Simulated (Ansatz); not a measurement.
Suppose CaMg2ScC6N6 takes space group Fm-3m (No. 225), with Ca on 4b; Mg on 8c; Sc on 4a; C on 24e; N on 24e. The guess for CaMg2ScC6N6 was made by a generator: cyanide-bridged rock-salt net of two metals, 2 guest cations a cell.

The calculation used DFT PBE, scalar-relativistic, plane waves, PAW (Ansatz 0.2.0). Cutoff 420 eV, Γ-centred mesh, Gaussian smearing, collinear spin.

The zero of energy is the elements' standard structures at the same level (N₂ as a molecule); no fitted shifts are applied.

Question: Predict the relaxed structure.

Answer:

Space group Fm-3m (No. 225). a = 11.882 Å, b = 11.882 Å, c = 11.882 Å, α = 90.00°, β = 90.00°, γ = 90.00°
| atom | site | symmetry | x | y | z |
| --- | --- | --- | --- | --- | --- |
| Ca | 4b | m-3m | 0.5000 | 0.0000 | 0.0000 |
| Mg | 8c | -43m | 0.2500 | 0.7500 | 0.7500 |
| Sc | 4a | m-3m | 0.0000 | 0.0000 | 0.0000 |
| C | 24e | 4m.m | 0.1954 | 0.0000 | 0.0000 |
| N | 24e | 4m.m | 0.2938 | 0.0000 | 0.0000 |

Around Ca lie 6 N at 2.45 Å; around Mg lie 12 N at 4.23 Å and 12 C at 4.25 Å (long against covalent radii, as for large ions); Sc is surrounded by 6 C at 2.32 Å; C is surrounded by 1 N at 1.17 Å, 1 Sc at 2.32 Å, 4 C at 3.28 Å, 1 Ca at 3.62 Å, 4 N at 4.19 Å, 4 Mg at 4.25 Å and 4 N at 4.37 Å; N is surrounded by 1 C at 1.17 Å, 1 Ca at 2.45 Å, 4 N at 3.46 Å, 1 Sc at 3.49 Å, 4 C at 4.19 Å, 4 Mg at 4.23 Å and 4 C at 4.37 Å. Another local minimum with the same sites may exist.

Question: Where does its energy lie, and is it a metal?

Answer: The formation energy is +0.12 eV/atom and the gap on the 6×6×6 mesh of the 16-atom cell is 0 eV (a metal). The net moment per atom is 0.06 μB. The moment by site is Mg 0.4 (×2) μB. The separate elements lie lower, so it is unstable against them.

The last run used collinear spin and Gaussian smearing of 0.10 eV. Mg atoms have no neighbour within bonding distance, so such a cell has in effect fallen apart. The reference form of C is held partly by dispersion forces, which this level lacks. The magnetic state reached may not be the lowest. A structure relaxed within its symmetry needn't be a true minimum. Site moments count only spheres around the atoms; the net moment includes the space between them.
